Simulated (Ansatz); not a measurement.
## K2TaCl6: pressure against volume

A database entry relaxed whole under r2SCAN (Fm-3m):

```xyz
9
Lattice="0.0000 4.9545 4.9545 4.9545 0.0000 4.9545 4.9545 4.9545 0.0000" Properties=species:S:1:pos:R:3 pbc="T T T"
K     7.4318    7.4318    7.4318
K     2.4773    2.4773    2.4773
Ta    0.0000    0.0000    0.0000
Cl    4.9545    7.5061    4.9545
Cl    2.4030    4.9545    4.9545
Cl    4.9545    2.4030    4.9545
Cl    7.5061    4.9545    4.9545
Cl    4.9545    4.9545    7.5061
Cl    4.9545    4.9545    2.4030
```

The cell was scaled uniformly, its shape held, and the atoms relaxed at each volume with plane-wave PAW DFT (Ansatz 0.2.0; r2SCAN, 500 eV, 6×6×6 Γ-centred mesh, fermi-dirac occupations of width 0.100 eV; no spin, no spin-orbit coupling). One row is withheld.

```
volume (Å³/atom)  energy over the lowest (meV/atom)  pressure (GPa)
          25.405                                5.1            1.25
          25.946                                2.0            0.77
          26.487                                0.4            0.36
          27.027                                0.0            0.00
          27.568                                0.7           -0.30
          28.108                                  ?               ?
          28.649                                4.8           -0.79
```

Q: Fit the pressures of the other rows to the third-order Birch-Murnaghan form.

A: With f = [(V₀/V)^(2/3) − 1]/2 and P = 3B₀f(1 + 2f)^(5/2)[1 + 3(B₀′ − 4)f/2], least squares gives V₀ = 27.03 Å³ an atom, B₀ = 16.4 GPa and B₀′ = 6.7; the rows miss the fit by less than 0.01 GPa. The slope of the energies differs from these pressures by 0.07 GPa, since they are taken to zero smearing while pressures follow the free energy.

Q: What does the withheld row hold?

A: The fit gives -0.56 GPa at 28.108 Å³; the run gave -0.57 GPa and 2.4 meV an atom.

Caveats: the shape of the cell was held; 0 K, fixed nuclei; the symmetry was kept, and this need not be the phase that is stable at 0 K; one mesh for all volumes; pressure is positive in compression.
